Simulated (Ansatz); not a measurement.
## 17O NMR of the central transition in ZnH3CNO3

Cell: a computed structure from the Materials Project (it need not be an observed phase).

Space group Pna2_1 (No. 33); a = 9.3543, b = 7.4940, c = 5.3238 Å.

```
site  Wyckoff  site symmetry       x       y       z
  Zn       4a              1  0.6475  0.6750  0.7577
  H5       4a              1  0.8882  0.4545  0.5513
  H9       4a              1  0.0379  0.3589  0.4577
 H13       4a              1  0.9404  0.2669  0.6840
   C       4a              1  0.8809  0.8519  0.5170
   N       4a              1  0.9361  0.3345  0.5171
 O25       4a              1  0.5154  0.6138  0.4869
 O29       4a              1  0.8428  0.7120  0.6410
 O33       4a              1  0.7139  0.4533  0.9210
```

One atom of each set is listed.

Computed with Ansatz: DFT, PBE, plane waves and PAW, scalar-relativistic, 420 eV cutoff, Γ-centred 3×3×4 k-points, Fermi–Dirac smearing 0.02 eV.

17O has I = 5/2 and Q = -25.58 mb (Pyykkö 2018); at 18.8 T its Larmor frequency is ν₀ = 108.6 MHz. Only the quadrupole interaction is simulated: positions count from each site's isotropic chemical shift, and J coupling is left out, as are shift anisotropy and dipolar coupling, which fast spinning averages.

**Question.** Give C_Q, η, the quadrupolar product P_Q = |C_Q|(1 + η²/3)^½, the second-order isotropic shift and the breadth of the pattern (fast magic-angle spinning) for each O site.

**Answer.** 

```csv
site,first shell,C_Q (MHz),η,P_Q (MHz),δ_QIS (ppm),breadth (kHz)
O25,"1 C at 1.29 Å, 1 Zn at 1.95 Å; also 1 H at 2.02 Å, 1 Zn at 2.91 Å",-7.51,0.75,8.18,-34.1,8.45
O29,"1 C at 1.29 Å, 1 Zn at 1.95 Å; also 2 H at 2.03–2.09 Å, 1 Zn at 3.04 Å",-7.31,0.59,7.73,-30.4,7.64
O33,"1 C at 1.27 Å, 1 Zn at 1.98 Å, angle 117°; also 1 Zn at 3.04 Å",-6.83,0.66,7.31,-27.2,6.81
```

δ_QIS = −(ν_Q²/30ν₀²)[I(I+1) − 3/4](1 + η²/3) × 10⁶ ppm with ν_Q = 3|C_Q|/[2I(2I−1)]; it falls as 1/B₀² in ppm, and the breadth as 1/B₀ in kHz.

At O29 and O33 V_zz points along the shorter of its two bonds, to C (within 8°) in each case.

At this cell the principal stresses reach 5 GPa in size with PBE, which can matter for small gradients. The largest force is 0.4 eV/Å, so the atoms aren't at the calculated equilibrium and relaxing them would move these values.

Hardware: 1 thread of Arm Neoverse V2 (aarch64; 8 cores open to the job, memory cap 2.5 GiB, no GPU), a shared host with a load of 0.3 a core. Wall time 1.7 min, CPU time 1.7 min, peak memory 0.82 GiB.
